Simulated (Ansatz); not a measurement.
The cell of Li2RuAuC6N6 is invented: cyanide-bridged rock-salt net of two metals, 2 guest cations a cell (Fm-3m, No. 225). Lengths were set from tabulated atomic sizes, so they are only a guess.

```
Li Ru C Au N
1.0
     0.00000    5.07350    5.07350
     5.07350    0.00000    5.07350
     5.07350    5.07350    0.00000
Li Ru C Au N
2 1 6 1 6
Direct
  0.25000 0.25000 0.25000
  0.75000 0.75000 0.75000
  0.00000 0.00000 0.00000
  0.81315 0.18685 0.18685
  0.18685 0.81315 0.18685
  0.18685 0.18685 0.81315
  0.18685 0.81315 0.81315
  0.81315 0.18685 0.81315
  0.81315 0.81315 0.18685
  0.50000 0.50000 0.50000
  0.69784 0.30216 0.30216
  0.30216 0.69784 0.30216
  0.30216 0.30216 0.69784
  0.30216 0.69784 0.69784
  0.69784 0.30216 0.69784
  0.69784 0.69784 0.30216
```

Computed with DFT PBE, scalar-relativistic, plane waves, PAW in Ansatz 0.2.0. Cutoff 420 eV, Gaussian smearing, Γ-centred meshes. Cell and atoms relax first on a coarse mesh and then on a finer one. In between, the cell is made exact in the group found at 0.06 Å. In metals the finer mesh still leaves noise of several meV/atom or more. The steps can't lower the symmetry of their start. Collinear spin, starting moments Ru 1.0 μB.

A guess keeps its type if space group and coordination stay and the shape of the cell changes little (axis ratios within about 15 %, angles within 6°); the volume may change.

Task: Does this structure survive the relaxation?

Result: It keeps its type. The symmetry stays Fm-3m (No. 225). The volume per atom grows by 26.3 %, from 16.3 to 20.6 Å³. The shortest distance goes from 1.17 Å (C–N) to 1.18 Å (C–N). Counting neighbours within 15 % of an atom's shortest distance, the start has Au 6, C 1, Li 24, N 1, Ru 6 and the end Au 6, C 1, Li 24, N 1, Ru 6.

The last run used collinear spin, a 6×6×6 mesh for its 16-atom cell and Gaussian smearing of 0.10 eV. Spin–orbit coupling, which can matter for Au, is left out. Another magnetic order may lie lower. A structure relaxed within its symmetry needn't be a true minimum.
